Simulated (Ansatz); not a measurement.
**Moment against volume in MnHg (P4/mmm)**

The reference geometry is a structure as deposited in COD; nothing is relaxed.

Common settings: PBE, 12×12×12 k mesh, Fermi–Dirac smearing of 0.05 eV. PAW means Ansatz 0.2.0 on its default frozen-core files; LAPW is all-electron LAPW in Ansatz 0.2.0. Site moments are integrated in spheres about the atoms, whose radii differ between the methods.

The reference run was typed so:

```yaml
crystal:
  lattice:
    - [3.288, 0.0, 0.0]
    - [0.0, 3.288, 0.0]
    - [0.0, 0.0, 3.313]
  atoms:
    - { symbol: Mn, position: [0.5, 0.5, 0.5], spin: 4.0 }
    - { symbol: Hg, position: [0.0, 0.0, 0.0] }
magnetization:
  spin_polarized: true
kpoints:
  mp_grid: { grid: [12, 12, 12] }
scf:
  occupations: { method: fermi_dirac, width: 0.05 }
  lower_state_search: "off"
hamiltonian:
  xc: pbe
  pseudopotentials: { kind: paw }
output:
  forces: true
  stress: true
  eigenvalues: true
  populations: true
```

Command: `ansatz run input.yaml --threads 1 --pin off --max-ram 3072MiB --backend cpu --events-out ev --progress --plain --runs-dir out`

The input for «volume scaled by 0.66» by LAPW differs from it in these lines, output keys apart:

```diff
-    - [3.288, 0.0, 0.0]
-    - [0.0, 3.288, 0.0]
-    - [0.0, 0.0, 3.313]
+    - [2.8627260329, 0.0, 0.0]
+    - [0.0, 2.8627260329, 0.0]
+    - [0.0, 0.0, 2.8844925021]
-  pseudopotentials: { kind: paw }
+  pseudopotentials: { kind: all_electron, lapw: { basis_error: 0.0005 } }
```

The cell shown is scaled evenly to other volumes, and every spin-polarised run starts from the same moments.

| V/V₀ | Å³/atom | M PAW (μB/cell) | M LAPW (μB/cell) | largest site moment, PAW (μB) | P PAW (GPa) | P LAPW (GPa) | F − F(unpolarised), PAW (meV/atom) |
| --- | --- | --- | --- | --- | --- | --- | --- |
| 0.66 | 11.82 | 2.42 | 2.42 | 2.35 | 98.1 | 98.2 | -51 |
| 0.74 | 13.25 | 2.76 | – | 2.72 | 52.3 | – | ? |
| 0.8 | 14.33 | 3.11 | 3.11 | 3.08 | 32.6 | 32.6 | -308 |
| 0.86 | 15.40 | 3.40 | – | 3.37 | 19.1 | – | -425 |
| 0.92 | 16.48 | 3.67 | 3.67 | 3.63 | 10.3 | 10.3 | -542 |
| 0.96 | 17.19 | 3.74 | – | 3.72 | 5.2 | – | -616 |
| 1 | 17.91 | 3.88 | 3.88 | 3.85 | 1.9 | 2.0 | -688 |
| 1.04 | 18.62 | 3.95 | 3.96 | 3.93 | -1.1 | -1.1 | -757 |
| 1.1 | 19.70 | 4.05 | 4.05 | 4.03 | -4.4 | -4.4 | ? |
| 1.25 | 22.39 | 4.23 | – | 4.23 | ? | – | -1063 |

Q: Fill in "P PAW (GPa)" for the row "1.25".

A: -8.9.

Q: Give the missing entry: row "0.74", column "F − F(unpolarised), PAW (meV/atom)".

A: -196.

Q: Fill in "F − F(unpolarised), PAW (meV/atom)" for the row "1.1".

A: -854.

The moments survive down to the smallest volume, V/V₀ = 0.66 at 98 GPa, where the largest is 2.35 μB.

Q: Fit a third-order Birch–Murnaghan equation to the PAW pressures of the magnetic runs between 0.85 and 1.11 V₀. What are the zero-pressure volume and bulk modulus, and what do the unpolarised runs give?

A: V = 18.34 Å³/atom (1.024 V₀), B = 73 GPa, B′ = 4.6, with a worst miss of 0.30 GPa. The unpolarised pressures, 1.8, -7.0, -11.0, -14.0, -16.2, -18.3 GPa at V/V₀ = 0.86, 0.92, 0.96, 1, 1.04, 1.1, give 15.59 Å³/atom and 146 GPa, so the moments change the volume by +17.7 %. Cell shape and inner coordinates are held, so these aren't the relaxed crystal's values unless symmetry fixes them.

 The Ansatz runs typed with the search for lower states off end where their start leads. Spin–orbit coupling is left out although heavy atoms are present. These are results for the start and cell typed. The real compound can order otherwise, in a larger cell, or not at all, since semilocal functionals at zero temperature often overstate magnetism.
